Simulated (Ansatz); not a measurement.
CoMo (rock salt, Fm-3m), a = 4.858 Å, b = 4.858 Å, c = 4.858 Å, α = 90.00°, β = 90.00°, γ = 90.00°; the cell used has 2 atoms.

Relaxed with PBE.

Which orbitals make up the states near the Fermi level in PBE in the plane-wave PAW code Ansatz?

Within 0.5 eV of the Fermi level: Mo 4d 50 %, Co 3d 41 %, Co 4s 5 %. Projections are on Löwdin-orthogonalised atomic valence shells; empty p or d shells of many metals are not among them.

Tabulate the density of states.

States/eV per cell of 2 atoms, in 0.25 eV bins, energy from the Fermi level.

```tsv
E (eV)	total	Co 3d	Mo 4d	Mo 5s
-7.80	0.00	0.00	0.00	0.00
-7.55	0.05	0.00	0.00	0.03
-7.30	0.09	0.00	0.00	0.05
-7.05	0.12	0.00	0.00	0.07
-6.80	0.15	0.00	0.00	0.09
-6.55	0.18	0.00	0.01	0.11
-6.30	0.22	0.00	0.01	0.12
-6.05	0.25	0.00	0.02	0.14
-5.80	0.30	0.01	0.03	0.15
-5.55	0.36	0.01	0.05	0.17
-5.30	0.60	0.09	0.18	0.18
-5.05	1.08	0.26	0.45	0.21
-4.80	1.56	0.39	0.73	0.24
-4.55	2.37	0.56	1.26	0.30
-4.30	3.08	0.85	1.66	0.28
-4.05	3.38	1.27	1.75	0.07
-3.80	3.24	1.38	1.46	0.03
-3.55	3.13	1.57	1.31	0.02
-3.30	3.58	1.78	1.67	0.06
-3.05	2.69	1.43	1.16	0.04
-2.80	3.54	2.20	1.16	0.11
-2.55	3.52	2.01	1.31	0.11
-2.30	4.26	2.70	1.30	0.10
-2.05	3.76	2.83	0.69	0.07
-1.80	3.34	2.63	0.52	0.04
-1.55	3.72	3.27	0.35	0.03
-1.30	2.78	2.03	0.61	0.07
-1.05	1.73	0.93	0.63	0.08
-0.80	1.73	0.84	0.68	0.07
-0.55	1.79	0.79	0.77	0.04
-0.30	1.46	0.59	0.75	0.01
-0.05	2.99	1.28	1.37	0.02
0.20	3.54	1.47	1.78	0.02
0.45	3.25	1.18	1.83	0.03
0.70	2.25	0.73	1.40	0.02
0.95	5.00	1.16	3.73	0.02
1.20	4.20	1.33	2.74	0.03
1.45	1.36	0.28	0.90	0.04
1.70	1.51	0.22	0.99	0.14
1.95	1.30	0.22	0.78	0.13
2.20	1.36	0.25	0.74	0.11
2.45	1.07	0.21	0.54	0.08
2.70	0.91	0.20	0.43	0.06
2.95	0.81	0.19	0.36	0.05
3.20	0.27	0.03	0.09	0.02
3.45	0.46	0.01	0.10	0.24
3.70	0.78	0.03	0.15	0.36
3.95	0.66	0.02	0.10	0.24
4.20	0.55	0.02	0.08	0.19
4.45	0.51	0.01	0.06	0.16
4.70	0.49	0.01	0.05	0.14
```

The start of the workflow was typed in or built on a structure type; neither database checked (COD, Materials Project) lists it. Whether it is the stable phase at ambient conditions was not checked. The PBE relaxation kept the symmetry of its start; whether a distortion lowers the energy is not shown. The workflow began spin-polarised and lost its moments. Its formation energy is positive at this level, so the cell may be metastable or incomplete. Spin–orbit coupling is left out wherever it is not named.

Potentials: the earlier of the program's two PAW sets.
